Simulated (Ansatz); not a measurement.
LiCl:
```xyz
2
Lattice="0.0000 2.7336 2.7336 2.7336 0.0000 2.7336 2.7336 2.7336 0.0000" Properties=species:S:1:pos:R:3 pbc="T T T"
Li     0.0000     0.0000     0.0000
Cl     1.3668     1.3668     1.3668
```

Relaxed with r²SCAN. Special points in fractions of this cell's reciprocal vectors: Γ (0.000, 0.000, 0.000); X (0.500, 0.000, 0.500); U (0.625, 0.250, 0.625); K (0.375, 0.375, 0.750); L (0.500, 0.500, 0.500); W (0.500, 0.250, 0.750).

Task: List the band energies nearest the valence-band maximum at these points for the program Ansatz at the r²SCAN level (PAW).

Result: In eV from the valence-band maximum; about four levels below and three above (degenerate sets whole), none deeper than 8.9 eV; points with the same levels are listed once.

| k | below | above |
|---|---|---|
| Γ | 0.00 0.00 0.00 | 6.71 10.97 10.97 10.97 |
| X | -1.68 -0.85 -0.85 | 7.17 10.30 14.56 |
| U | -1.53 -1.25 -0.67 | 8.19 10.92 13.37 |
| L | -2.06 -0.29 -0.29 | 9.12 11.06 11.06 |
| W | -1.43 -1.15 -0.99 | 8.67 11.43 11.70 |

Space group F-43m (zinc blende). The start of the workflow was typed in or built on a structure type; neither database checked (COD, Materials Project) lists it. It is not the phase usual at ambient conditions (space group No. 225). The r²SCAN relaxation kept the symmetry of its start; whether a distortion lowers the energy is not shown.

Potentials: the later of the program's two PAW sets.
